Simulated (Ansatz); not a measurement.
Input:

Hf:
```
CELL_PARAMETERS angstrom
      3.16058     0.00000     0.00000
     -1.58029     2.73715     0.00000
      0.00000     0.00000     4.99567
ATOMIC_POSITIONS crystal
  Hf 0.33333 0.66667 0.75000
  Hf 0.66667 0.33333 0.25000
```

This is the PBEsol-relaxed structure. Cartesian axes are those of the cell as given.

**Question.** All from PBEsol in the plane-wave PAW code Ansatz, unless another level is named. Estimate the Hill bulk and shear moduli.

**Answer.** 113 and 52.5 GPa.

**Question.** And the elastic constants (relaxed ions, GPa)?

**Answer.** C11 = 181, C12 = 79.5, C13 = 72.7, C33 = 207, C44 = 49.0.

Space group P6_3/mmc (hcp (Mg type)). The cell was relaxed with PBEsol under the symmetry of its start. The run is not spin-polarised. As this level gives no gap, shear constants depend on the k-mesh and smearing (Fermi–Dirac, 0.1 eV here). Scalar-relativistic: spin–orbit coupling is off unless named, which matters more the heavier the elements.

Potentials: the later of the program's two PAW sets.
